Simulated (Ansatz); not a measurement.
TiN:
```
CELL_PARAMETERS angstrom
      0.00000     2.10186     2.10186
      2.10186     0.00000     2.10186
      2.10186     2.10186     0.00000
ATOMIC_POSITIONS crystal
  N  0.00000 0.00000 0.00000
  Ti 0.50000 0.50000 0.50000
```

Relaxed with PBEsol.

### Question
Which orbitals make up the states near the Fermi level in PBEsol (plane waves, PAW; program Ansatz)?

### Answer
Within 0.5 eV of the Fermi level: Ti 3d 84 %, N 2p 14 %. Projections are on Löwdin-orthogonalised atomic valence shells; empty p or d shells of many metals are not among them.

### Question
Tabulate the density of states.

### Answer
States/eV per cell of 2 atoms, in 0.25 eV bins, energy from the Fermi level.

```
E (eV)  total  Ti 3d  N 2p  N 2s
------  -----  -----  ----  ----
-7.85    0.27   0.07  0.14  0.00
-7.60    0.40   0.11  0.22  0.01
-7.35    0.59   0.16  0.33  0.01
-7.10    0.96   0.25  0.56  0.02
-6.85    1.11   0.27  0.67  0.02
-6.60    1.32   0.30  0.84  0.02
-6.35    0.99   0.21  0.66  0.02
-6.10    0.84   0.15  0.59  0.01
-5.85    0.72   0.12  0.54  0.01
-5.60    2.84   0.87  1.85  0.02
-5.35    2.88   1.01  1.79  0.02
-5.10    2.92   0.98  1.85  0.01
-4.85    1.90   0.64  1.21  0.01
-4.60    1.49   0.49  0.96  0.01
-4.35    1.21   0.38  0.79  0.01
-4.10    1.01   0.30  0.68  0.01
-3.85    0.84   0.23  0.59  0.00
-3.60    0.70   0.17  0.52  0.00
-3.35    0.43   0.09  0.32  0.00
-3.10    0.20   0.05  0.14  0.00
-2.85    0.15   0.05  0.10  0.00
-2.60    0.14   0.06  0.08  0.00
-2.35    0.14   0.08  0.06  0.00
-2.10    0.15   0.10  0.05  0.00
-1.85    0.20   0.14  0.05  0.00
-1.60    0.25   0.19  0.06  0.00
-1.35    0.32   0.24  0.07  0.00
-1.10    0.39   0.30  0.08  0.00
-0.85    0.48   0.38  0.09  0.00
-0.60    0.61   0.50  0.09  0.00
-0.35    0.69   0.57  0.10  0.00
-0.10    0.77   0.64  0.11  0.01
0.15     0.86   0.72  0.12  0.01
0.40     0.97   0.82  0.13  0.01
0.65     1.14   0.97  0.14  0.01
0.90     1.38   1.20  0.15  0.01
1.15     1.51   1.33  0.15  0.01
1.40     1.82   1.61  0.17  0.01
1.65     2.70   2.44  0.21  0.02
1.90     2.82   2.56  0.21  0.02
2.15     2.82   2.39  0.36  0.01
2.40     4.30   3.65  0.58  0.01
2.65     1.84   1.63  0.17  0.02
2.90     0.78   0.58  0.15  0.03
3.15     0.89   0.64  0.17  0.06
3.40     1.10   0.77  0.18  0.11
3.65     1.11   0.76  0.19  0.12
3.90     1.28   0.85  0.20  0.18
4.15     1.62   1.06  0.28  0.20
4.40     1.38   0.88  0.30  0.14
4.65     1.21   0.76  0.30  0.09
```

Space group Fm-3m (rock salt). The cell was relaxed with PBEsol under the symmetry of its start. No spin polarisation was allowed. With an odd number of electrons in the cell and no spin polarisation, the count alone makes it a metal.

Potentials: the later of the program's two PAW sets.
